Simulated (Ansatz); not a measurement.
La₂ZrS₅ in space group Pnma (No. 62; Pearson symbol oP32), plane-wave PAW PBE (Ansatz code), all energies at zero smearing, with the estimated change up to a 700 eV cutoff added, with one set of potentials and settings (totals compare only within such a set). Cell of 32 atoms (8 La, 4 Zr, 20 S): -84841.513 eV.

| element | reference phase | E (eV/atom) |
|---|---|---|
| La | P6_3/mmc, 4 atoms in the cell | -6250.0953 |
| Zr | P6_3/mmc, 2 atoms in the cell | -4183.8362 |
| S | Fddd, 32 atoms in the cell | -902.0599 |

Formation energy per atom, worked out: (-84841.513 − 8×(-6250.0953) − 4×(-4183.8362) − 20×(-902.0599))/32 = -2.006 eV/atom (-194 kJ per mol of atoms), at 0 K, without zero-point energy or fitted corrections.

The first step of the workflow began from a Materials Project structure, measured or hypothetical; the Crystallography Open Database files this formula in space group No. 62, but the cells were not matched. Whether it is the stable phase at ambient conditions was not checked. The PBE relaxation kept the symmetry of its start; its stability against distortions is not shown here. The run is not spin-polarised. The references are the lowest solids computed at this level, not always the standard phases. Scalar-relativistic: spin–orbit coupling is off unless named, which matters more the heavier the elements.

Potentials: the later of the program's two PAW sets.
